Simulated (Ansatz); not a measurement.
Here is the system:

Starting cell, Ti (hcp, Mg type):

```
CELL_PARAMETERS angstrom
      2.93914     0.00000     0.00000
     -1.46957     2.54537     0.00000
      0.00000     0.00000     4.65010
ATOMIC_POSITIONS crystal
  Ti 0.33333 0.66667 0.75000
  Ti 0.66667 0.33333 0.25000
```

Scan: atom 2 (Ti, nearest neighbour Ti at 2.878 Å; its periodic images, 2.9 Å or more away, move with it) is displaced along Cartesian [111], direction (0.577, 0.577, 0.577) in Cartesian axes, by s. The other atoms stay.

Method: PBE (plane waves to 420 eV, PAW, scalar-relativistic; Ansatz, a quantum-chemistry and plane-wave program). k mesh 15×15×8 (Γ-centred), Fermi-Dirac smearing 0.05 eV. Energies are smeared free energies. Left out: 1 of 11 points, with atoms too close for the PAW data. With partly filled bands, energies and forces of such displacements shift with the k mesh and the smearing. Ti is run without spin polarisation. Ti was relaxed with its symmetry unable to fall. The zero of ΔE is the undisplaced structure.

The scan covers s from -0.580 to 0.464 Å in 10 points.

Question: Is this a single well or a double well?

Answer: A single well with its minimum at or next to zero displacement.

Question: Is the energy the same for displacements of ±0.464 Å, and if not, which side lies higher?

Answer: Not even: the positive side lies higher at ±0.464 Å. With its periodic images moving along, the atom's site symmetry in this cell is -6m2.

Question: What force acts on the atom along the line at s = -0.580 Å?

Answer: 1.39 eV/Å.

Question: What is the force constant k = d²E/ds² of this move at s = 0?

Answer: 2.07 eV/Å².

(For displaced atoms, the force is minus the slope of the energy, and its curvature is a force constant, which sets phonon frequencies.)
